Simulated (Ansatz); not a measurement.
BaTiO₃:
```
CELL_PARAMETERS angstrom
      3.92699     0.00000     0.00000
      0.00000     3.92699     0.00000
      0.00000     0.00000     3.97455
ATOMIC_POSITIONS crystal
  Ba 0.50000 0.50000 0.57954
  Ti 0.00000 0.00000 0.09173
  O  0.00000 0.50000 0.06513
  O  0.50000 0.00000 0.06513
  O  0.00000 0.00000 0.55846
```

Relaxed with LDA. Special points in fractions of this cell's reciprocal vectors: Γ (0.000, 0.000, 0.000); X (0.000, 0.500, 0.000); M (0.500, 0.500, 0.000); Z (0.000, 0.000, 0.500); R (0.000, 0.500, 0.500); A (0.500, 0.500, 0.500).

Q: List the band energies nearest the valence-band maximum at these points for plane-wave PAW LDA (Ansatz code).

A: In eV from the valence-band maximum; about four levels below and three above (degenerate sets whole), none deeper than 8.9 eV; points with the same levels are listed once.

```
k                          below           above
-  -----------------------------  --------------
Γ        -1.28 -0.26 -0.24 -0.24  1.85 2.10 2.10
X        -1.94 -1.79 -0.96 -0.83  2.22 3.76 3.81
M        -1.74 -0.89 -0.89 -0.05  3.84 3.84 4.25
Z  -2.01 -2.00 -2.00 -0.67 -0.67  1.99 3.77 3.77
R        -1.70 -0.87 -0.85 -0.17  3.80 3.80 4.20
A   -2.36 -2.36 -0.13 -0.13 0.00  4.49 4.49 4.51
```

Space group P4mm. Symmetry was held in the LDA relaxation. At this level the phase is dynamically unstable (imaginary phonons). The run is not spin-polarised. Spin–orbit coupling is left out wherever it is not named.

Potentials: the earlier of the program's two PAW sets. The files were generated under PBE; for other functionals the program regenerates the frozen cores, and for LDA and PBEsol the local potential too.
